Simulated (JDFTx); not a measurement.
An input for JDFTx (a modified build) (diantimony, Sb2 (SMILES [Sb]#[Sb]), charge 0, multiplicity 1; bohr, hartree):

```
lattice \
  14.6453774658 0.0000000000 0.0000000000 \
  0.0000000000 9.9210621543 0.0000000000 \
  0.0000000000 0.0000000000 9.9210621543
coords-type Cartesian
ion Sb 2.3943664473 -0.0355237790 0.0185029003 0
ion Sb -2.3943664473 0.0355237790 -0.0185029003 0
ion-species pseudo/sb_pbe_v1.4.upf
core-overlap-check none
elec-cutoff 20 100
elec-ex-corr gga-PBE
symmetries none
coulomb-interaction Isolated
coulomb-truncation-embed 0 0 0
elec-n-bands 15
electronic-minimize nIterations 150 energyDiffThreshold 1e-7
dump-name s0.$VAR
dump End State Ecomponents EigStats BandEigs Forces ElecDensity IonicPositions
```

**Question.** What happens when this is run, and what should be changed?

**Answer.** It stops during set-up with
```
Atom 1 lies within the margin of 5 bohrs from the truncation boundary.
Expand unit cell, or if absolutely sure, reduce coulomb-truncation-ion-margin.
Failed.
```
The box is too small for the truncated Coulomb interaction: enlarge the cell, or lower coulomb-truncation-ion-margin if the density is known to be confined.
